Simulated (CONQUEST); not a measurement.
A self-consistent single point of TiSi2 (Cmcm, 12 atoms in the cell; from Materials Project mp-1077503) with CONQUEST.

Level of theory: CONQUEST 1.3 with PBE, numerical atomic orbitals double-zeta with polarisation (the shipped basis), PseudoDojo norm-conserving potentials made for PBE.

```
TiSi2
1.0
    3.53021     0.00000     0.00000
    0.00000    13.51856     0.00000
    0.00000     0.00000     3.56517
Ti Si
4 8
Direct
  0.50000   0.60312   0.75000
  0.00000   0.89688   0.25000
  0.00000   0.10312   0.75000
  0.50000   0.39688   0.25000
  0.50000   0.94175   0.75000
  0.00000   0.55825   0.25000
  0.00000   0.75031   0.75000
  0.50000   0.74969   0.25000
  0.00000   0.44175   0.75000
  0.50000   0.05825   0.25000
  0.50000   0.25031   0.75000
  0.00000   0.24969   0.25000
```

Reference input (self-consistent single point, DFT, PBE, numerical atomic orbitals double-zeta with polarisation (the shipped basis), PseudoDojo norm-conserving potentials made for PBE): basis = DZP; Diag.MPMeshX, Y, Z = 4 1 4; potentials = PseudoDojo norm-conserving PBE; Grid.GridCutoff = 140 Ha; DM.SolutionMethod = diagon; Diag.SmearingType = 1; Diag.kT = 0.007350 Ha; Diag.GammaCentred = true; Diag.MPOrder = 1; minE.SCTolerance = 1.0e-06; SC.MaxIters = 100; SC.LinearMixingFactor = 0.3. This run's input differs from it in these lines:

```diff
@@ -14,3 +14,3 @@
 
-Grid.GridCutoff                140
+Grid.GridCutoff                98
 DM.SolutionMethod              diagon
```

Output (repeated stretches shortened):

```
    new_SC_potl: Starting.  Tolerance:  0.10000E-05

    PulayMixSC: Starting Pulay mixing, A_up =  0.300 A_dn =  0.300
    PulayMixSC: Spin non-polarised calculation.
    PulayMixSC: with Kerker preconditioning, q0 =  0.300
          Harris-Foulkes Energy            :      -271.454374384890116 Ha
          GroundState Energy (kT --> 0)    :      -271.454417661267428 Ha
          Free Energy (E-TS)               :      -271.454439299456112 Ha
          DFT Total Energy                 :      -271.421571266226636 Ha
          Total number of electrons        :        80.000000000001123
   [... lines left out ...]
          Total number of electrons        :        80.000157436258107
    PulayMixSC: Pulay iteration    11 residual:              0.26608E-05
          Harris-Foulkes Energy            :      -271.438429197005121 Ha
          GroundState Energy (kT --> 0)    :      -271.438567947214040 Ha
          Free Energy (E-TS)               :      -271.438637322318471 Ha
          DFT Total Energy                 :      -271.438429185236146 Ha
          Total number of electrons        :        80.000160007991340
    PulayMixSC: Pulay iteration    12 residual:              0.71905E-06
    PulayMixSC: Reached SCF tolerance of  0.71905E-06 after     12 iterations
      | Number of electrons      =        80.000160
      |* band energy as 2Tr[K.H] =       -73.234387946220664 Ha
      |  screened ion-ion energy =      -203.651213239930627 Ha
      |  Ha correction           =         0.574902839690590 Ha
      |  XC correction           =         4.872284227914188 Ha
      | GS Energy with kT -> 0   =      -271.438567947214040 Ha
      | Free Energy as E-TS      =      -271.438637322318471 Ha
      |* Harris-Foulkes energy   =      -271.438429197005121 Ha
      |* DFT total energy        =      -271.438429185236146 Ha
      |  estimated accuracy      =        -0.000000011768975 Ha

    force: Forces on atoms (Ha/a0)
    force:  Atom   X              Y              Z
   [... lines left out ...]
    force:    12   0.0000000000  -0.0015613279  -0.0000000000

    force: Maximum force :        0.00374670(Ha/a0) on atom        10 in y direction
    force: Force Residual:        0.00249895 Ha/a0
    force: Total stress:         -4.43759961    -3.59509810    -5.84647115 GPa
    force: Average pressure:      4.62638962 GPa

    force: Finished force
    get_E_and_F: Change in energy during last step of electronic optimisation:  0.51718E-07
```

The run converged in 12 iterations. CONQUEST prints the stress tensor with tension positive. Against the reference run the free energy stays essentially unchanged (within 1 meV/atom), the pressure goes from 4.50 to 4.63 GPa and the largest force moves little (0.189 to 0.193 eV/Å).

The program uses no crystal symmetry, so grid and mesh can part values that symmetry would make equal. The atom-centred basis is finite, which shifts total energies, pressures and forces against plane waves. This run is one point of a test of settings, so its values need not be converged; read them against the reference run alone. The structure comes from a collection of computed structures, made at another level of theory; the collection holds predicted forms beside known ones. No clean gap shows at this smearing width and mesh (spacing up to 0.46 Å⁻¹); the mesh is coarse for partly filled bands, so the values carry mesh errors.

Cost on one core: roughly 80 core-seconds.
